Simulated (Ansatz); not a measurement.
Given:

Ge₂Pd:
```xyz
3
Lattice="0.0000 3.0383 3.0383 3.0383 0.0000 3.0383 3.0383 3.0383 0.0000" Properties=species:S:1:pos:R:3 pbc="T T T"
Pd     0.0000     0.0000     0.0000
Ge     1.5192     1.5192     1.5192
Ge     4.5575     4.5575     4.5575
```

This is the PBE-relaxed structure.

Q: All from PBE in the plane-wave PAW code Ansatz, unless another level is named. Predict the electronic character.

A: metallic (no gap).

Q: And the formation energy from the elements (no fitted shifts)?

A: -0.21 eV/atom.

Q: And the density of states at the Fermi level?

A: 0.39 states/eV per atom (mean over ±0.08 eV).

Space group Fm-3m (fluorite or antifluorite type). The cell is a constructed one: a structure type filled with these elements; neither database checked (COD, Materials Project) lists it. Its standing as an ambient phase is unchecked. Symmetry was held in the PBE relaxation; its stability against distortions is not shown here. The run is not spin-polarised. The references are the lowest solids computed at this level, not always the standard phases. Spin–orbit coupling is left out wherever it is not named.

Potentials: the later of the program's two PAW sets.
